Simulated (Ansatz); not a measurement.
Ca:
```yaml
crystal:
  lattice:
    - [-2.21319, 2.21319, 2.06124]
    - [2.21319, -2.21319, 2.06124]
    - [2.21319, 2.21319, -2.06124]
  atoms:
    - { symbol: Ca, position: [0.50000, 0.50000, 0.00000] }
```

Relaxed with PBEsol. Special points in fractions of this cell's reciprocal vectors: Γ (0.000, 0.000, 0.000); X (0.000, 0.000, 0.500); M (-0.500, 0.500, 0.500); Z (0.467, 0.467, -0.467); Z0 (-0.467, 0.533, 0.467); P (0.250, 0.250, 0.250); N (0.000, 0.500, 0.000).

List the band energies nearest the Fermi level at these points for the program Ansatz at the PBEsol level (PAW).

In eV from the Fermi level; about four levels below and three above (degenerate sets whole), none deeper than 8.9 eV; points with the same levels are listed once.

```
k        below           above
-  -----------  --------------
Γ        -4.16  2.12 2.48 2.48
X  -1.05 -0.14  1.63 3.09 3.64
M        -0.07  0.06 3.69 3.69
Z        -0.04  0.06 3.46 3.46
P            –  0.31 0.31 0.41
N        -0.89  0.11 1.20 3.41
```

Space group I4/mmm (body-centred tetragonal). The first step of the workflow began from a Materials Project structure, measured or hypothetical; the Crystallography Open Database copy checked does not list it. It is not the phase usual at ambient conditions (space group No. 225). Symmetry was held in the PBEsol relaxation. At this level the phase is mechanically unstable.

Potentials: the earlier of the program's two PAW sets.
